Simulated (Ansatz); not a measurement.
Single point in Ansatz 0.2.0 with r2SCAN, no spin polarisation. Cutoff 500 eV, PAW datasets, 6×6×6 Γ-centred k mesh, fermi-dirac filling (width 0.0401 eV).

Computed maps in the lattice plane spanned by b (left to right, 5.50 Å, 17 points from zero) and c (bottom to top, 8.08 Å, 24 points from zero), 70° apart, at height 0.189 along a. The fields are smooth PAW ones with compensation charges, not the true ones near nuclei.

Valence density. Digits on a logarithmic scale: 0 up to 0.03 e/Å³, each further digit a factor of 1.6, 9 from 1.3 e/Å³ up:
```
77754222333223467
77764211111112356
66654211100111245
45543322111112234
33333333322223333
43234455443334555
54334567655455676
75434677776667777
76544677588888866
76544567789999987
76433456789999997
65432234568999987
53221112346899986
43210001234689986
43111111123578876
43212222123457776
43223333322346666
43334555443334555
33234667654323344
22235677765322222
22234676676432233
44334567776432344
65433456665433456
77643334554333467
```

ELF. Ten even steps from '0' (0.00) to '9' (0.91):
```
99972002332100389
99983000000000169
89973000000000026
46641011100111101
01110256521146631
41003799852247998
96227998864246889
99648983256556415
69857981038888600
49965994059989950
58864787579967996
56642356557865886
32210012224789885
21000000012589985
31000000002467775
53111221112465456
75335676532578778
85347899874368999
53358988897335677
11148851488511111
00027840058610000
42103773158610135
87411477667510378
99840135665310489
```

Task: The cell is CsB$_{4}$Cl. Which atoms lie within 0.2 Å of this plane, and where (fractions of b and c)?

Result: B at (0.46, 0.62), B at (0.44, 0.12), B at (0.92, 0.62). The whole cell:
```
B Cl Cs
1.0
     0.00000    5.50030    0.00000
     5.50030    0.00000    0.00000
     2.75015    2.75015   -7.08746
B Cl Cs
8 2 2
Direct
  0.66920 0.43870 0.12300
  0.18870 0.45780 0.62300
  0.20780 0.43830 0.12300
  0.18830 0.91920 0.62300
  0.08080 0.81130 0.37700
  0.56130 0.79220 0.87700
  0.54220 0.81170 0.37700
  0.56170 0.33080 0.87700
  0.50000 0.50000 0.00000
  0.25000 0.75000 0.50000
  0.00000 0.00000 0.00000
  0.75000 0.25000 0.50000
```

Origin: a known structure type with other elements, at an estimated volume, so it need not be a known compound. Caveats: many states at the Fermi level without spin polarisation, so a magnetic state may lie lower; atoms or cell far from equilibrium.
